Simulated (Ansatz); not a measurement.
Cs2HgSe2:
```
Cs2HgSe2
1.0
    8.31874     0.00000     0.00000
    0.00000    10.46891     0.00000
    0.00000     0.00000     4.79992
Hg Cs Se
2 4 4
Direct
  0.50000   0.50000   0.00000
  0.00000   0.00000   0.00000
  0.39284   0.83302   0.50000
  0.60716   0.16698   0.50000
  0.89284   0.66698   0.50000
  0.10716   0.33302   0.50000
  0.23206   0.59361   0.00000
  0.76794   0.40639   0.00000
  0.73206   0.90639   0.00000
  0.26794   0.09361   0.00000
```

Relaxed with r²SCAN. Special points in fractions of this cell's reciprocal vectors: Γ (0.000, 0.000, 0.000); X (0.500, 0.000, 0.000); S (0.500, 0.500, 0.000); Y (0.000, 0.500, 0.000); Z (0.000, 0.000, 0.500); U (0.500, 0.000, 0.500); R (0.500, 0.500, 0.500); T (0.000, 0.500, 0.500).

Problem. List the band energies nearest the valence-band maximum at these points for the program Ansatz at the r²SCAN level (PAW).

Solution. In eV from the valence-band maximum; about four levels below and three above (degenerate sets whole), none deeper than 8.9 eV; points with the same levels are listed once.

```csv
k,below,above
Γ,-0.37 -0.19 -0.05 -0.02,2.27 3.17 3.33
X,-0.10 -0.10 0.00 0.00,2.85 2.85 3.67 3.67
S,-0.20 -0.20 -0.02 -0.02,3.17 3.17 3.27 3.27
Y,-0.48 -0.48 -0.03 -0.03,2.71 2.71 3.75 3.75
Z,-0.63 -0.55 -0.52 -0.31,3.07 3.07 3.08
U,-0.57 -0.57 -0.11 -0.11,2.74 2.74 2.98 2.98
R,-0.63 -0.63 -0.10 -0.10,2.70 2.70 3.41 3.41
T,-0.55 -0.55 -0.40 -0.40,3.07 3.07 3.19 3.19
```

Space group Pbam. The workflow started from an entry of the Crystallography Open Database (COD, 100 K). Its standing as an ambient phase is unchecked. Symmetry was held in the r²SCAN relaxation; its stability against distortions is not shown here. Scalar-relativistic: spin–orbit coupling is off unless named, which matters more the heavier the elements.

Potentials: the later of the program's two PAW sets.
